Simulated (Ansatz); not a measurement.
CeO₂:
```
CELL_PARAMETERS angstrom
      0.00000     2.73208     2.73208
      2.73208     0.00000     2.73208
      2.73208     2.73208     0.00000
ATOMIC_POSITIONS crystal
  Ce 0.00000 0.00000 0.00000
  O  0.25000 0.25000 0.25000
  O  0.75000 0.75000 0.75000
```

Relaxed with PBE.

### Question
Give the Bader charges and basin volumes of the independent atoms, DFT-PBE in the program Ansatz with PAW potentials.

### Answer


| atom | Bader charge (e) | Bader volume (Å³) |
|---|---|---|
| Ce1 | +2.30 | 15.3 |
| O2 | -1.15 | 12.7 |

Space group Fm-3m (fluorite). Symmetry was held in the PBE relaxation. The workflow began spin-polarised and lost its moments. The 4f shell is in the valence. No Hubbard U is applied. Spin–orbit coupling is left out wherever it is not named.

Potentials: the later of the program's two PAW sets.
